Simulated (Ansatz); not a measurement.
Values for one crystal, relaxed and computed with LDA in the plane-wave PAW code Ansatz; other levels are named.

* **Volume per atom**: 10.88 Å³
* **Electronic character**: metallic (no gap)
* **Elastic constants (relaxed ions, GPa)**: C11 = 232, C12 = 166, C44 = 98.9
* **Hill bulk and shear moduli**: 188 and 63.9 GPa
* **Poisson's ratio**: 0.35
* **Young's modulus**: 172 GPa
* **Bulk modulus (Birch–Murnaghan fit)**: 188 GPa

**Question.** Which of these materials gives this?
A) Nb, fcc (Cu type)
B) Cu, fcc (Cu type)
C) Ag, fcc (Cu type)
D) Au, fcc (Cu type)

**Answer.** B, Cu, fcc (Cu type)

Space group Fm-3m (fcc (Cu type)). The LDA relaxation kept the symmetry of its start. The run is not spin-polarised. As this level gives no gap, shear constants depend on the k-mesh and smearing (Fermi–Dirac, 0.1 eV here).

Potentials: the earlier of the program's two PAW sets.
